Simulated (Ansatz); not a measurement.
HgTe (zinc blende)

```xyz
2
Lattice="0.0000 3.3253 3.3253 3.3253 0.0000 3.3253 3.3253 3.3253 0.0000" Properties=species:S:1:pos:R:3 pbc="T T T"
Te     4.9880     4.9880     4.9880
Hg     0.0000     0.0000     0.0000
```

In this cell atom 1 (Te, nearest neighbour Hg at 2.880 Å; its periodic images, 4.7 Å or more away, move with it) is moved by u·(0.707, 0.707, 0.000) + v·(0.000, 0.000, 1.000); the rest is frozen.

Level of theory: PBE (plane waves to 420 eV, PAW, scalar-relativistic; Ansatz, a program for electronic structure). k mesh 10×10×10 (Γ-centred), Fermi-Dirac smearing 0.05 eV. E stands for the smeared free energy. With partly filled bands, energies and forces of such displacements shift with the k mesh and the smearing. At this level the bands of HgTe touch or barely overlap. HgTe was relaxed with its symmetry unable to fall. Spin-orbit coupling is left out, though Hg and Te are heavy. The PAW data are Ansatz's earlier set. The relaxed volume of HgTe is well above the measured one; the method has no dispersion term. ΔE is measured from the undisplaced structure. Axes are in Å.

Problem. Estimate the ΔE (meV/cell) for all points of the grid u = -0.430, -0.287, -0.143, 0.000, 0.143, 0.287, 0.430 by v = -0.430, -0.287, -0.143, 0.000, 0.143, 0.287, 0.430.

Solution. ΔE (meV/cell), with u across and v down:

```
v \ u   -0.430  -0.287  -0.143  0.000  0.143  0.287  0.430
------  ------  ------  ------  -----  -----  -----  -----
-0.430     258     244     239    238    239    244    258
-0.287     189     138     114    107    114    138    189
-0.143     197      94      42     27     42     94    197
0.000      305     121      28      0     28    121    305
0.143      529     231      75     27     75    231    529
0.287      884     425     183    107    183    425    884
0.430     1379     705     349    238    349    705   1379
```

(For displaced atoms, the force is minus the slope of the energy, and its curvature is a force constant, which sets phonon frequencies.)
